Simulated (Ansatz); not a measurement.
**Sb3Pb: stable or not**

The cell was found from a structure generator's guess, not taken from experiment.

All numbers below come from DFT PBE, scalar-relativistic, plane waves, PAW (Ansatz 0.2.0). The final run on the 4-atom cell used 420 eV, a Γ-centred 10×10×10 mesh, 0.10 eV smearing and no spin polarisation.

Space group Im-3m (No. 229). a = 6.300 Å, b = 6.300 Å, c = 6.300 Å, α = 90.00°, β = 90.00°, γ = 90.00°
| atom | site | symmetry | x | y | z |
| --- | --- | --- | --- | --- | --- |
| Sb | 6b | 4/mm.m | 0.5000 | 0.0000 | 0.0000 |
| Pb | 2a | m-3m | 0.0000 | 0.0000 | 0.0000 |

The zero of energy is the elements' standard structures at the same level; no fitted shifts are applied.

**Question.** These tests were run: energy against the elements; phonons at Γ. What do they show?

**Answer.**

```csv
test,result
energy against the elements,+0.06 eV/atom
phonons at Γ,imaginary modes down to 48i cm⁻¹
```

It fails 2 tests: energy against the elements and phonons at Γ. So it isn't even a local minimum.

Spin–orbit coupling, which can matter for Pb and Sb, is left out. The run for the phonons used a 10×10×10 k mesh and Fermi–Dirac smearing of 0.15 eV.
